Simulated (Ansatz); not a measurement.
Relaxed candidate structures of SrTe:

A. Fm-3m (No. 225), cF8, rock salt type; a = b = c = 6.7184 Å, α = β = γ = 90.00°; Sr 4b (0.500, 0.500, 0.500); Te 4a (0.000, 0.000, 0.000)

B. F-43m (No. 216), cF8, zinc blende type; a = b = c = 7.4696 Å, α = β = γ = 90.00°; Te 4c (0.250, 0.250, 0.250); Sr 4a (0.000, 0.000, 0.000)

**Question.** Rank these by energy per atom (lowest first), as PBE (plane waves to 420 eV, PAW, scalar-relativistic; Ansatz, a quantum-chemistry and plane-wave program) gives it.

**Answer.** A (reference, the lowest of the structures calculated here), B (+274 meV/atom)

**Question.** Give each candidate's band gap.

**Answer.** No candidate is metallic. A: 1.78 eV (no spin-orbit coupling); B: 2.75 eV (no spin-orbit coupling).

Each run could gain symmetry but not lose that of its start, so entries can be saddle points. From databases, or of a type measured for this composition: Fm-3m, cF8, rock salt type; the others are generated cells (placed on structure types, drawn at random, substituted or restacked) that were not matched to a known phase here. Static energies at zero pressure. No spin polarisation in the result. Without spin-orbit coupling the bands of the heavy element are not split, so the gap can be far off.
